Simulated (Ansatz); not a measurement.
Relaxed-ion elastic tensor of AlTi$_{3}$S$_{6}$ in space group P-31m (No. 162; S on 6k, Ti on 1a, Ti on 2c, Al on 1b) in GPa (Voigt order), PBE+D3(BJ) (plane waves, PAW; program Ansatz); density 3.63 g/cm³, 16.62 Å³ per atom.

```
  176   44.2   46.5    0.0  -14.4    0.0
 44.2    176   46.5    0.0   14.4    0.0
 46.5   46.5    148    0.0    0.0    0.0
  0.0    0.0    0.0   59.7    0.0   14.4
-14.4   14.4    0.0    0.0   59.7    0.0
  0.0    0.0    0.0   14.4    0.0   65.7
```

**Question.** Is the crystal mechanically stable?

**Answer.** Yes: the smallest eigenvalue of C is 48.0 GPa.

**Question.** Work out the Voigt, Reuss and Hill averages.

**Answer.** K_V = 86.0, K_R = 85.6, K_H = 85.8; G_V = 61.2, G_R = 58.3, G_H = 59.8 GPa.

**Question.** Give Young's modulus, Poisson's ratio, Pugh's ratio and the universal anisotropy index.

**Answer.** E = 9KG/(3K + G) = 145 GPa; ν = 0.22; K/G = 1.44 (brittle by the Pugh limit of 1.75); A_U = 5G_V/G_R + K_V/K_R − 6 = 0.25.

**Question.** Estimate the sound speeds and the Debye temperature.

**Answer.** v_l = √((K + 4G/3)/ρ) = 6760 m/s, v_t = √(G/ρ) = 4060 m/s, mean 4490 m/s; Θ = (h/k)(3n/4πV)^(1/3) v_m = 524 K.

**Question.** Solve the Christoffel equation for the three sound speeds along x, y, z.

**Answer.** Eigenvalues of C_ijkl n_j n_l equal ρv². In km/s, slowest first: x 4.00, 4.26, 7.00; y 3.64, 4.62, 6.96; z 4.06, 4.06, 6.39.

**Question.** How much does each axis shrink under pressure?

**Answer.** Linear compressibilities β_i = Σ_j S_ij (j = 1 to 3): x 3.6, y 3.6, z 4.5 per TPa.

The cell is a constructed one: a structure type filled with these elements; neither database checked (COD, Materials Project) lists it. Whether it is the stable phase at ambient conditions was not checked. The cell was relaxed with PBE+D3(BJ) under the symmetry of its start; its stability against distortions is not shown here. No spin polarisation was allowed. As this level gives no gap, shear constants depend on the k-mesh and smearing (Fermi–Dirac, 0.1 eV here).

Potentials: the later of the program's two PAW sets.
